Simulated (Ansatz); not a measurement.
**Cs$_{2}$KYF$_{6}$, a database entry at a rescaled volume**

```yaml
crystal:
  lattice:
    - [0.00000, 4.78483, 4.78483]
    - [4.78483, 0.00000, 4.78483]
    - [4.78483, 4.78483, 0.00000]
  atoms:
    - { symbol: F, position: [0.77500, 0.22500, 0.22500] }
    - { symbol: F, position: [0.22500, 0.77500, 0.22500] }
    - { symbol: F, position: [0.22500, 0.77500, 0.77500] }
    - { symbol: F, position: [0.77500, 0.22500, 0.77500] }
    - { symbol: F, position: [0.22500, 0.22500, 0.77500] }
    - { symbol: F, position: [0.77500, 0.77500, 0.22500] }
    - { symbol: K, position: [0.50000, 0.50000, 0.50000] }
    - { symbol: Y, position: [0.00000, 0.00000, 0.00000] }
    - { symbol: Cs, position: [0.25000, 0.25000, 0.25000] }
    - { symbol: Cs, position: [0.75000, 0.75000, 0.75000] }
```

Single point in Ansatz 0.2.0 with r2SCAN, no spin polarisation. Cutoff 500 eV, PAW datasets, 5×5×5 Γ-centred k mesh, fermi-dirac filling (width 0.0214 eV).

Which atom feels the largest force, and which way?

The largest is on F6 (and as large on other atoms): 0.39 eV/Å, components (0.00, 0.00, -0.39). It makes 180° with the line to a nearest neighbour, Y8 at 2.15 Å, pointing away from it.

What do density and ELF say about some of the short contacts?

F–Y at 2.15 Å: least valence density 0.49 e/Å³ and ELF 0.13 there. K–F at 2.63 Å: least valence density 0.12 e/Å³ and ELF 0.03 there, a closed-shell (ionic or weak) contact. Cs–F at 3.39 Å: least valence density 0.05 e/Å³ and ELF 0.02 there, a closed-shell (ionic or weak) contact. Both are smooth PAW fields, read partly inside the augmentation spheres.

Which orbitals make up the band edges?

Within 0.7 eV of the edges, the states project mainly on F p (97 %) below the gap and on Cs s (63 %) and K s (12 %) above it.

Give the Bader charges.

Bader charges in e: Cs +0.92, K +0.89, Y +2.35, F -0.85. In the mean Y gives up most and F takes most.

Metal or insulator? Give the gap.

The gap is 7.32 eV, direct at the points sampled.

Origin: a database entry at a rescaled volume.
